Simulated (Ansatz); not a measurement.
LiH:
```cif
data_H4Li4
_chemical_formula_sum 'Li4 H4'
_space_group_name_H-M_alt 'Fm-3m'
_space_group_IT_number 225
_space_group_name_Hall '-F 4 2 3'
_cell_length_a 3.98080
_cell_length_b 3.98080
_cell_length_c 3.98080
_cell_angle_alpha 90.000
_cell_angle_beta 90.000
_cell_angle_gamma 90.000
loop_
_atom_site_label
_atom_site_type_symbol
_atom_site_symmetry_multiplicity
_atom_site_Wyckoff_symbol
_atom_site_fract_x
_atom_site_fract_y
_atom_site_fract_z
_atom_site_occupancy
Li1 Li 4 a 0.00000 0.00000 0.00000 1
H1 H 4 b 0.50000 0.50000 0.50000 1
```
(The calculation used a cell of 2 atoms; values per cell refer to that cell.)

Relaxed with PBEsol.

Q: Give the optical modes at the zone centre with their infrared activity from DFPT, DFT-PBEsol in the program Ansatz with PAW potentials.

A: Transverse frequencies, without the LO–TO term; a row sums one degenerate level.

| ω (cm⁻¹) | degeneracy | IR ((D/Å)²/amu) | activity | symmetry |
|---|---|---|---|---|
| 621 | 3 | 81.32 | IR | T1u |

Q: How high does the top mode go among those that the LO–TO term moves?

A: 1080 cm⁻¹ for q along x.

The cell was relaxed with PBEsol under the symmetry of its start; of distortions, only those at the zone centre were tested.

Potentials: the later of the program's two PAW sets.
